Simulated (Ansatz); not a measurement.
One stationary structure of TaAs. Space group I4₁md (No. 109). All values below come from r2SCAN (plane waves to 500 eV, PAW, scalar-relativistic; Ansatz, a first-principles code).

```cif
data_As2Ta2
_chemical_formula_sum 'Ta2 As2'
_space_group_name_H-M_alt 'P 1'
_space_group_IT_number 1
_cell_length_a 6.34174
_cell_length_b 6.34174
_cell_length_c 6.34174
_cell_angle_alpha 148.509
_cell_angle_beta 148.509
_cell_angle_gamma 45.135
loop_
_space_group_symop_operation_xyz
  'x, y, z'
loop_
_atom_site_label
_atom_site_type_symbol
_atom_site_fract_x
_atom_site_fract_y
_atom_site_fract_z
_atom_site_occupancy
Ta1 Ta 0.99928 0.99928 0.00000 1
Ta2 Ta 0.74928 0.24928 0.50000 1
As1 As 0.41672 0.41672 0.00000 1
As2 As 0.16672 0.66672 0.50000 1
```

- Volume per atom = 17.34 Å³
- Band gap = no gap on the sampled points, where the bands overlap only slightly; such a result is sensitive to mesh and level
- Shortest distances = As–Ta 2.61 Å; As–As 3.40 Å; Ta–Ta 3.40 Å
- k-mesh = 19×19×19

Band energies at high-symmetry points (eV from the Fermi level; labels of this space group; no spin-orbit coupling), from −5 eV up to 3.0 eV:

| point | energies |
|---|---|
| Γ | -3.30 -2.68 -2.68 -2.46 -2.05 -1.80 -1.80 0.96 1.66 2.50 |
| X | -3.46 -3.46 -1.26 -1.26 3.01 3.01 |
| P | -3.47 -3.47 -1.26 -1.26 3.02 3.02 |
| N | -4.09 -3.66 -2.63 -2.52 -1.67 -0.33 0.15 1.46 2.42 2.63 |
| M | -4.83 -4.83 -3.09 -3.09 -2.91 -2.91 -1.12 -1.12 1.29 1.29 2.43 2.43 |
| S | -4.06 -3.63 -2.61 -2.61 -1.88 -0.08 0.05 1.81 2.30 2.70 |
| S0 | -4.06 -3.63 -2.61 -2.61 -1.88 -0.08 0.05 1.81 2.30 2.70 |
| R | -3.44 -3.44 -1.28 -1.28 2.83 2.83 |

No spin polarisation in the result.

The run could not lose the symmetry of its start; a randomly shaken copy of 4 atoms returns to this structure.
